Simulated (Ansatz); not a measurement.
Relaxation of a relaxed ZnInGaO4 cell with one Zn and one Ga atom exchanged in a cell of 7 atoms; 7 atoms in the cell, which starts as R3m, hexagonal axes (No. 160), hR7; a = 3.356 Å, b = 3.356 Å, c = 26.114 Å, α = 90.00°, β = 90.00°, γ = 120.00°. All values below come from PBE (plane waves to 420 eV, PAW, scalar-relativistic; Ansatz, a program for electronic structure). Γ-centred k-mesh 8×8×8 on the run's cell (coarser than for final values), Fermi–Dirac smearing 0.05 eV. This is the first round of the run. 

The optimiser's lines from the output (shortened; P is positive under compression):

```
relax step   1: F+E_penalty+E_count = -14969.62783538 eV  Δ(F+E_penalty+E_count) = +0.000e0 eV  max|allowed force component| = 3.008e0 eV/Å  Δτ_max = 0.0000 Å  P = +3.040 GPa  Ω = 84.901 Å³  (10 SCF iters, dr2 threshold 1.00e-7 eV, accepted)
relax step   2: F+E_penalty+E_count = -14970.61466542 eV  Δ(F+E_penalty+E_count) = -9.868e-1 eV  max|allowed force component| = 1.959e0 eV/Å  Δτ_max = 0.1766 Å  P = -0.411 GPa  Ω = 85.703 Å³  (9 SCF iters, dr2 threshold 7.00e-7 eV, accepted)
relax step   3: F+E_penalty+E_count = -14970.93273565 eV  Δ(F+E_penalty+E_count) = -3.181e-1 eV  max|allowed force component| = 1.517e0 eV/Å  Δτ_max = 0.1940 Å  P = +4.103 GPa  Ω = 83.529 Å³  (9 SCF iters, dr2 threshold 7.00e-7 eV, accepted)
relax step   4: F+E_penalty+E_count = -14971.07198423 eV  Δ(F+E_penalty+E_count) = -1.392e-1 eV  max|allowed force component| = 9.219e-1 eV/Å  Δτ_max = 0.0830 Å  P = +1.832 GPa  Ω = 84.214 Å³  (8 SCF iters, dr2 threshold 7.00e-7 eV, accepted)
relax step   5: F+E_penalty+E_count = -14971.13521023 eV  Δ(F+E_penalty+E_count) = -6.323e-2 eV  max|allowed force component| = 8.705e-1 eV/Å  Δτ_max = 0.1125 Å  P = -0.235 GPa  Ω = 84.992 Å³  (8 SCF iters, dr2 threshold 7.00e-7 eV, accepted)
relax step   6: F+E_penalty+E_count = -14971.16670651 eV  Δ(F+E_penalty+E_count) = -3.150e-2 eV  max|allowed force component| = 4.021e-1 eV/Å  Δτ_max = 0.0509 Å  P = +0.273 GPa  Ω = 84.700 Å³  (8 SCF iters, dr2 threshold 7.00e-7 eV, accepted)
relax step   7: F+E_penalty+E_count = -14971.16783770 eV  Δ(F+E_penalty+E_count) = -1.131e-3 eV  max|allowed force component| = 3.103e-1 eV/Å  Δτ_max = 0.0520 Å  P = -0.498 GPa  Ω = 85.250 Å³  (7 SCF iters, dr2 threshold 7.00e-7 eV, accepted)
relax step   8: F+E_penalty+E_count = -14971.17694611 eV  Δ(F+E_penalty+E_count) = -9.108e-3 eV  max|allowed force component| = 1.329e-2 eV/Å  Δτ_max = 0.0263 Å  P = +0.046 GPa  Ω = 84.876 Å³  (6 SCF iters, dr2 threshold 7.00e-7 eV, accepted)
relax step   9: F+E_penalty+E_count = -14971.17684095 eV  Δ(F+E_penalty+E_count) = +1.052e-4 eV  max|allowed force component| = 8.945e-3 eV/Å  Δτ_max = 0.0013 Å  P = -0.047 GPa  Ω = 84.921 Å³  (6 SCF iters, dr2 threshold 1.10e-8 eV, accepted)
relax step  10: F+E_penalty+E_count = -14971.17690721 eV  Δ(F+E_penalty+E_count) = -6.626e-5 eV  max|allowed force component| = 1.939e-4 eV/Å  Δτ_max = 0.0005 Å  P = +0.000 GPa  Ω = 84.898 Å³  (5 SCF iters, dr2 threshold 6.79e-9 eV, accepted)
relax step  11: F+E_penalty+E_count = -14971.17688306 eV  Δ(F+E_penalty+E_count) = +2.415e-5 eV  max|allowed force component| = 2.026e-4 eV/Å  Δτ_max = 0.0000 Å  P = +0.010 GPa  Ω = 84.898 Å³  stress off target by 1.35e-2 GPa  SCF on the basis re-selected at this cell (its energy is not comparable with the rows above)  (7 SCF iters)
```

From the first to the last row the energy changes by -0.22 eV/atom and the volume by 0.0 %. The last row is marked as not comparable with the walk above it, whose basis was carried along; it does compare with step 1, since both stand on a basis selected at the nominal cutoff for their own cell.

Later rounds, restarted from the end of this one on a renewed k-mesh, logged 2 more steps and released under 1 meV/atom more. The final structure after all rounds: R3m, hexagonal axes (No. 160), hR7; a = 3.3561 Å, b = 3.3561 Å, c = 26.1111 Å, α = 90.00°, β = 90.00°, γ = 120.00°. Between re-selections the logged energies stand on a plane-wave basis carried along with the cell. No spin polarisation in the result.

The run could not lose the symmetry of its start.
